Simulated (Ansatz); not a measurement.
Relaxed AlNi$_{3}$ (Cu3Au type):

```xyz
4
Lattice="3.5668 0.0000 0.0000 0.0000 3.5668 0.0000 0.0000 0.0000 3.5668" Properties=species:S:1:pos:R:3 pbc="T T T"
Ni     0.0000     1.7834     1.7834
Ni     1.7834     1.7834     0.0000
Ni     1.7834     0.0000     1.7834
Al     0.0000     0.0000     0.0000
```

Scan: atom 1 (Ni, nearest neighbour Ni at 2.522 Å; its periodic images, 3.6 Å or more away, move with it) is displaced towards the nearest neighbour, direction (-0.707, -0.707, 0.000) in Cartesian axes, by s. The other atoms stay.

The numbers are results of PBE (plane waves to 420 eV, PAW, scalar-relativistic; Ansatz, a quantum-chemistry and plane-wave program), not measurements. k mesh 11×11×11 (Γ-centred), Fermi-Dirac smearing 0.05 eV. E stands for the smeared free energy. With partly filled bands, energies and forces of such displacements shift with the k mesh and the smearing. AlNi3 was relaxed with its symmetry unable to fall. Relaxed AlNi3 ends ferromagnetic. Other magnetic orders were not checked, so this need not be the ground state. The zero of ΔE is the undisplaced structure. The last digit holds for this mesh only.

| s (Å) | ΔE (meV/cell) |
|---|---|
| -0.500 | 1302.9 |
| -0.400 | 776.6 |
| -0.300 | withheld |
| -0.200 | 176.0 |
| -0.100 | 42.9 |
| 0.000 | 0.0 |
| 0.100 | 42.9 |
| 0.200 | 176.0 |
| 0.300 | withheld |
| 0.400 | 776.6 |
| 0.500 | 1302.9 |

Question: Fit an even polynomial form (powers 2, 4, 6) to the given rows and predict ΔE at s = -0.300.

Answer: Least squares on the 9 given rows: ΔE = (4255)·s² + (3597)·s⁴ + (925.4)·s⁶, in meV/cell with s in Å; root-mean-square residual 0.07 meV/cell. At -0.300 the fit gives 412.8 meV/cell; the calculation gives 412.9 meV/cell, so the interpolation is off by -0.1 (-0.0 %). The quadratic term alone would give 382.9 meV/cell.

(A displaced cell: forces are minus the slopes of the energy, force constants its curvatures, and phonons follow from these.)
